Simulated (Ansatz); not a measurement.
TiSe2:
```cif
data_Se2Ti
_chemical_formula_sum 'Se2 Ti1'
_space_group_name_H-M_alt 'P 1'
_space_group_IT_number 1
_cell_length_a 3.48229
_cell_length_b 3.48229
_cell_length_c 5.86341
_cell_angle_alpha 90.000
_cell_angle_beta 90.000
_cell_angle_gamma 120.000
loop_
_space_group_symop_operation_xyz
  'x, y, z'
loop_
_atom_site_label
_atom_site_type_symbol
_atom_site_fract_x
_atom_site_fract_y
_atom_site_fract_z
_atom_site_occupancy
Se1 Se 0.33333 0.66667 0.26483 1
Se2 Se 0.66667 0.33333 0.73517 1
Ti1 Ti 0.00000 0.00000 0.00000 1
```

Relaxed with PBE+D3(BJ).

Decompose the optical modes at the zone centre into irreducible representations, and say which are infrared and Raman allowed.

Point group -3m: Γ_opt = A1g + A2u + Eg + Eu. Infrared: A2u, Eu. Raman: A1g, Eg.

Assign frequencies (DFPT, plane-wave PAW PBE+D3(BJ) (Ansatz code)).

Eg 140, Eu 163, A1g 205, A2u 312 cm⁻¹.

Space group P-3m1 (CdI2 type). Symmetry was held in the PBE+D3(BJ) relaxation; of distortions, only those at the zone centre were tested. The run is not spin-polarised. As this level gives no gap, phonon frequencies hold no LO–TO term and depend on the k-mesh and smearing (Fermi–Dirac, 0.1 eV here).

Potentials: the later of the program's two PAW sets.
